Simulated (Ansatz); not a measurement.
The relaxed structure here is a generated cell of Nb: the first start was made by placing the elements on the sites of a structure type, and the end was not matched to a known phase here, so it may be hypothetical. Known forms of Nb include space group No. 229.

The end point of a relaxation of Nb. Space group R-3m (No. 166), AFLOW prototype A_hR3_166_ac (C19, as in Sm). Computed with r2SCAN (plane waves to 500 eV, PAW, scalar-relativistic; Ansatz, a program for electronic structure).

Space group R-3m, hexagonal axes (No. 166); a = b = 2.858 Å, c = 23.624 Å, α = β = 90.00°, γ = 120.00°

| atom | site | symmetry | x | y | z |
|---|---|---|---|---|---|
| Nb | 3a | -3m | 0.0000 | 0.0000 | 0.0000 |
| Nb | 6c | 3m | 0.0000 | 0.0000 | 0.2223 |
(The calculation used a cell of 3 atoms; values per cell refer to that cell.)

| Property | Value |
|---|---|
| Volume per atom | 18.57 Å³ |
| Band gap | no gap (metallic) |
| Shortest distances | Nb–Nb 2.86 Å |
| k-mesh | 19×19×19 |

No spin polarisation in the result.

The run could not lose the symmetry of its start, so the end can be a saddle point.
